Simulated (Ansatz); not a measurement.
## LaAlNi4: La vacancy

All numbers are calculated (PBEsol, no spin polarisation, no spin-orbit coupling; Ansatz, PAW set soft_2, 420 eV, k-mesh 4×4×3 shifted by half a step), not measured.

The relaxed host crystal (no gap at this level of theory):

```
Al La Ni
1.0
     2.54704   -4.21468    0.00000
     2.54704    4.21468    0.00000
     0.00000    0.00000    4.00939
Al La Ni
1 1 4
Direct
  0.00000 0.00000 0.50000
  0.50000 0.50000 0.00000
  0.17056 0.82944 0.00000
  0.82944 0.17056 0.00000
  0.00000 0.50000 0.50000
  0.50000 0.00000 0.50000
```

Supercell of 24 atoms, rows of the matrix [[1,1,-1],[-1,-1,-1],[-1,1,0]] times the cell vectors; La vacancy at (0.500, 0.500, 0.000) in fractions of the cell above. Atoms are relaxed at the host's cell, from a start shaken by 0.05 Å near the defect. The cell loses 1 of its 4 La, so this is a heavily defective crystal.

Distances from the empty La site (Å), by shell of the perfect crystal:

```
shell  perfect crystal  relaxed, charge 0
 2 Ni             2.78               2.50
 4 Ni             2.92               2.79
```

```json
{"charge": "0", "gap of the cell on the mesh (eV)": "0.00"}
```

Formation energy of the neutral defect: 4.55 eV, taking atoms from and to the elements' standard states (no corrections for gases), so it belongs to those chemical potentials alone.

Caveats: a metal with Cr, Mn, Fe, Co or Ni was run without spin, and may be magnetic; small supercell, so energies and levels can be off by tenths of an eV; one random start near the defect, so other minima are possible.
